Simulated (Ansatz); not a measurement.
## Density of states of PbF2

```
Pb F
1.0
     0.00000    3.00000    3.00000
     3.00000    0.00000    3.00000
     3.00000    3.00000    0.00000
Pb F
1 2
Direct
  0.00000 0.00000 0.00000
  0.25000 0.25000 0.25000
  0.75000 0.75000 0.75000
```

The structure comes from a relaxation in the same program, started in the fluorite type, and has space group Fm-3m. Whether it is a known phase or the ground state wasn't checked.

No spin–orbit coupling, which matters for the heavy atoms here.

Method: DFT, PBE, all-electron LAPW, scalar-relativistic in Ansatz 0.2.0.

Settings: a Γ-centred 11×11×11 k mesh, Fermi–Dirac smearing of 0.05 eV, basis error target 0.5 meV/atom, no spin polarisation.

States per eV and cell, averaged over 0.4 eV, from -6.3 to 5.9 eV, with energies (bin centres) from the valence-band top; empty bins are left out. The partial columns, the largest 4 alone, are projections on Löwdin-orthogonalised atomic shells (those that the program's projection atoms carry: the occupied ones and, for some elements, an empty d or f shell; other empty shells have no column), summed over atoms of an element. Weights on diffuse s and p shells depend on that basis and aren't pure angular character.

```tsv
E (eV)	total	F 2p	Pb 6p	Pb 6s	F 2s
-6.2	1.61	0.53	0.00	1.07	0.01
-5.8	2.39	0.70	0.01	1.64	0.04
-5.4	0.72	0.16	0.01	0.52	0.03
-5.0	0.25	0.03	0.00	0.20	0.01
-4.6	0.02	0.00	0.00	0.02	0.00
-3.4	1.23	1.00	0.22	0.00	0.00
-3.0	4.02	3.36	0.61	0.00	0.02
-2.6	4.74	4.17	0.52	0.00	0.02
-2.2	3.52	3.21	0.26	0.01	0.01
-1.8	5.91	5.74	0.10	0.01	0.01
-1.4	5.72	5.64	0.02	0.01	0.00
-1.0	0.34	0.28	0.01	0.05	0.00
-0.6	0.77	0.58	0.01	0.16	0.01
-0.2	3.74	2.58	0.01	1.11	0.01
4.6	0.31	0.01	0.26	0.00	0.03
5.0	1.45	0.14	1.15	0.03	0.10
5.4	2.57	0.31	1.99	0.06	0.15
5.8	0.58	0.06	0.46	0.01	0.03
```

Which of the resolved shells contributes most in the top eV of the valence band?

F 2p, with 71 % of all states there; Pb 6s follows with 28 %.
